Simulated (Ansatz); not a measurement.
ZnNi3N (anti-perovskite, Pm-3m), the program Ansatz at the r²SCAN level (PAW), all energies at zero smearing, with the estimated change up to a 700 eV cutoff added, with one set of potentials and settings (totals compare only within such a set). Cell of 5 atoms (1 Zn, 3 Ni, 1 N): -21247.220 eV.

```csv
element,reference phase,E (eV/atom)
Zn,"P6_3/mmc, 2 atoms in the cell",-3325.6729
Ni,"Fm-3m, 1 atoms in the cell, spin-polarised",-5845.2912
N,"Pa-3, 8 atoms in the cell",-384.8315
```

Formation energy per atom, worked out: (-21247.220 − 1×(-3325.6729) − 3×(-5845.2912) − 1×(-384.8315))/5 = -0.168 eV/atom (-16 kJ per mol of atoms), at 0 K, without zero-point energy or fitted corrections.

The workflow started from a Materials Project entry (that database holds measured and hypothetical structures alike); the Crystallography Open Database copy checked does not list it. Its standing as an ambient phase is unchecked. The r²SCAN relaxation kept the symmetry of its start; whether a distortion lowers the energy is not shown. The run is not spin-polarised. The references are the lowest solids computed at this level, not always the standard phases (solids in place of the gases).

Potentials: the later of the program's two PAW sets.
